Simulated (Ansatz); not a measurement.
Problem. C in space group P6_3/mmc (No. 194; C on 4e, C on 4f) is relaxed with r²SCAN in the plane-wave PAW code Ansatz. What lattice parameters of the conventional cell result?

Solution. a = 2.510 Å, c = 8.280 Å.

Problem. Give the free coordinates with the occupied sites.

Solution. In one choice of origin and axes:

```csv
atom,site,symmetry,x,y,z
C,4e,3m.,0.0000,0.0000,0.0929
C,4f,3m.,0.3333,0.6667,0.1555
```

Problem. Is it a metal or does it have a gap at this level?

Solution. A gap of 4.80 eV, indirect.

The workflow started from a Materials Project entry (that database holds measured and hypothetical structures alike). Its sites differ from those of the usual phase in this space group: another stacking or structure type. The r²SCAN relaxation kept the symmetry of its start; phonons on a q-mesh show no instability.

Potentials: the earlier of the program's two PAW sets.
